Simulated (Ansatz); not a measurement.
## Magnetic states of NaFeF$_{3}$

```xyz
10
Lattice="1.5689 -5.1044 0.0000 1.5689 5.1044 0.0000 0.0000 0.0000 7.4588" Properties=species:S:1:pos:R:3 pbc="T T T"
Na    1.5689    2.5083    1.8647
Na    1.5689   -2.5083    5.5941
Fe    0.0000    0.0000    0.0000
Fe    0.0000    0.0000    3.7294
F     1.5689   -4.2448    1.8647
F     1.5689    4.2448    5.5941
F     1.5689    1.3047    7.0388
F     1.5689   -1.3047    3.3094
F     1.5689   -1.3047    0.4199
F     1.5689    1.3047    4.1493
```

Computed with plane-wave PAW DFT (Ansatz 0.2.0): r2SCAN with U_eff = 3.1 eV on Fe d (all-electron-ortho-atomic projectors), 500 eV cutoff, 7×7×3 Γ-centred mesh, fermi-dirac occupations of width 0.050 eV. The atoms are fixed and numbered as listed; spin is collinear, without spin-orbit coupling.

The cycle has several fixed points for this cell. Moments (μB):

| state | Fe3 | Fe4 | other atoms together | size of the net moment a cell |
| --- | --- | --- | --- | --- |
| A | 0.00 | 0.00 | 0.00 | 0.00 |
| B | 3.49 | 3.49 | 0.34 | 8.00 |
| C | 3.49 | -3.49 | 0.00 | 0.00 |

Site moments are taken in small spheres that don't touch (radius about 0.4 of the atom's shortest bond), so those of the magnetic atoms read low, and they needn't add up to the net moment. State A was run without spin polarisation.

Q: What is the order in energy at zero smearing?

A: State C (antiparallel, compensated) is lowest; B (parallel moments) lies 1.5 meV above it, A (without moments) lies 419 meV above it, all counted an atom of the cell.

Q: Which states have a gap on the mesh, and what pressure does each exert on this cell?

A: A: gap 4.25 eV, -10.1 GPa; B: gap 3.10 eV, 0.1 GPa; C: gap 3.39 eV, 0.0 GPa (positive in compression). Moments take up room: without them the pressure is lower, so that state wants a smaller cell.

Q: Compare the parallel order B with the antiparallel order C.

A: Between B and C the moments keep their size (3.49 against 3.49 μB in the mean), so the difference mostly measures the exchange between the flipped sites: the antiparallel order gains 8 meV for each Fe atom. The nearest flipped pair stands 3.73 Å apart. Flipped pairs are linked through F; the widest Fe–F–Fe angle among the nearer links is 131°, at 3.73 Å between the metal atoms.

Q: How much does the cell gain by forming moments?

A: 419 meV an atom of the cell, or 2095 meV for each Fe atom, against state A, which has none. A run without spin would miss this and give wrong energies and forces. That state isn't the paramagnet, which keeps its moments, so this is no ordering energy, and a U raises it further by its penalty on part-filled orbitals.

The cell is that of a Crystallography Open Database entry, unchanged.

Caveats: only orders that fit this cell and collinear spins were tried, so the true order may need a larger cell or canted moments; atoms and cell are not relaxed, and each state would relax in its own way; the U is a value in common use, not computed for this crystal; one start a pattern, so a lower state of the same pattern may exist; the nearest magnetic pairs stand parallel in every state found, so their coupling isn't measured.
